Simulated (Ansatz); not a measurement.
GaSb (CsCl type, Pm-3m) under volume change, PBEsol in the plane-wave PAW code Ansatz, scaled uniformly.

| V (Å³/atom) | E − E(relaxed) (meV/atom) | P (GPa) |
|---|---|---|
| 20.125 | 43.2 | 7.61 |
| 20.788 | 18.0 | 4.63 |
| 21.452 | ___ | ___ |
| 22.115 | 0.0 | 0.00 |
| 22.778 | 3.6 | -1.65 |
| 23.442 | ___ | ___ |
| 24.105 | 27.8 | -4.08 |

Q: What belongs in the gaps?

A: 
- 23.442, E − E(relaxed) (meV/atom): 13.2
- 23.442, P (GPa): -2.94
- 21.452, E − E(relaxed) (meV/atom): 4.2
- 21.452, P (GPa): 2.10

Q: What does a third-order Birch–Murnaghan fit give for V₀, B₀ and B′?

A: V₀ = 22.13 Å³/atom, B₀ = 61.1 GPa, B′ = 5.8.

A made-up cell: these elements were put on the sites of a structure type; neither database checked (COD, Materials Project) lists it. It is not the phase usual at ambient conditions (space group No. 216). Symmetry was held in the PBEsol relaxation. At this level the phase is mechanically unstable. Spin–orbit coupling is left out wherever it is not named.

Potentials: the earlier of the program's two PAW sets. The files were generated under PBE; for other functionals the program regenerates the frozen cores, and for LDA and PBEsol the local potential too.
